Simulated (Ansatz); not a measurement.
Cu Kα1 powder pattern (kinematic, no thermal factors).
| 2θ (°) | relative intensity |
| --- | --- |
| 18.51 | 38 |
| 26.29 | 65 |
| 37.52 | 100 |
| 38.40 | 47 |
| 42.15 | 9 |
| 42.95 | 9 |
| 47.14 | 25 |
| 54.11 | 33 |
| 54.78 | 64 |
| 57.69 | 2 |
| 58.33 | 6 |
| 61.14 | 11 |
| 68.29 | 32 |
| 70.88 | 2 |
| 71.45 | 2 |
| 74.55 | 13 |
| 80.07 | 10 |
| 82.26 | 5 |
| 83.07 | 1 |
| 83.61 | 2 |
| 86.05 | 2 |
| 88.21 | 4 |

The pattern is computed from a structure relaxed with DFT PBE, scalar-relativistic, plane waves, PAW in Ansatz 0.2.0. No spin polarisation. Its elements are Cu, Ru.

Problem. Give the structure.

Solution. CuRu2.
Space group P4/mmm (No. 123). a = 4.790 Å, b = 4.790 Å, c = 2.342 Å, α = 90.00°, β = 90.00°, γ = 90.00°
```csv
atom,site,symmetry,x,y,z
Cu,1b,4/mmm,0.0000,0.0000,0.5000
Ru,2e,mmm.,0.5000,0.0000,0.5000
```

A pattern alone doesn't exclude other cells with like lines; this is the one computed.

Another cell of CuRu2 relaxed alike, in P-6m2, lies 1.25 eV/atom lower, so this cell isn't the stable form at this level.

The structure comes from a generated guess; another structure or a mixture of phases may lie lower.
